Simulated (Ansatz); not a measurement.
Relaxed-ion elastic tensor of AlPd in space group P2_13 (No. 198; Al on 4a, Pd on 4a) in GPa (Voigt order), the program Ansatz at the r²SCAN level (PAW); density 7.69 g/cm³, 14.40 Å³ per atom.

```
 271   112   112   0.0   0.0   0.0
 112   271   112   0.0   0.0   0.0
 112   112   271   0.0   0.0   0.0
 0.0   0.0   0.0  69.9   0.0   0.0
 0.0   0.0   0.0   0.0  69.9   0.0
 0.0   0.0   0.0   0.0   0.0  69.9
```

Task: Is the crystal mechanically stable?

Result: Yes: the smallest eigenvalue of C is 69.9 GPa.

Task: Work out the Voigt, Reuss and Hill averages.

Result: K_V = 165, K_R = 165, K_H = 165; G_V = 73.7, G_R = 73.4, G_H = 73.6 GPa.

Task: Give Young's modulus, Poisson's ratio, Pugh's ratio and the universal anisotropy index.

Result: E = 9KG/(3K + G) = 192 GPa; ν = 0.31; K/G = 2.25 (ductile by the Pugh limit of 1.75); A_U = 5G_V/G_R + K_V/K_R − 6 = 0.02.

Task: Estimate the sound speeds and the Debye temperature.

Result: v_l = √((K + 4G/3)/ρ) = 5850 m/s, v_t = √(G/ρ) = 3090 m/s, mean 3460 m/s; Θ = (h/k)(3n/4πV)^(1/3) v_m = 423 K.

Task: Give the Zener ratio and Young's modulus along [100], [110] and [111].

Result: A = 2C44/(C11 − C12) = 0.88; 1/E = S11 − 2(S11 − S12 − S44/2)Γ with Γ = 0, 1/4, 1/3 gives 205, 189, 184 GPa.

The first step of the workflow began from a Materials Project structure, measured or hypothetical; the Crystallography Open Database copy checked does not list it. With Al and Pd taken as one species the cell has the higher symmetry Pa-3, so it may be an ordered model of a mixed-site phase. Its standing as an ambient phase is unchecked. The cell was relaxed with r²SCAN under the symmetry of its start; its stability against distortions is not shown here. No spin polarisation was allowed. As this level gives no gap, shear constants depend on the k-mesh and smearing (Fermi–Dirac, 0.1 eV here).

Potentials: the earlier of the program's two PAW sets. The files were generated under PBE; for other functionals the program regenerates the frozen cores, and for LDA and PBEsol the local potential too.
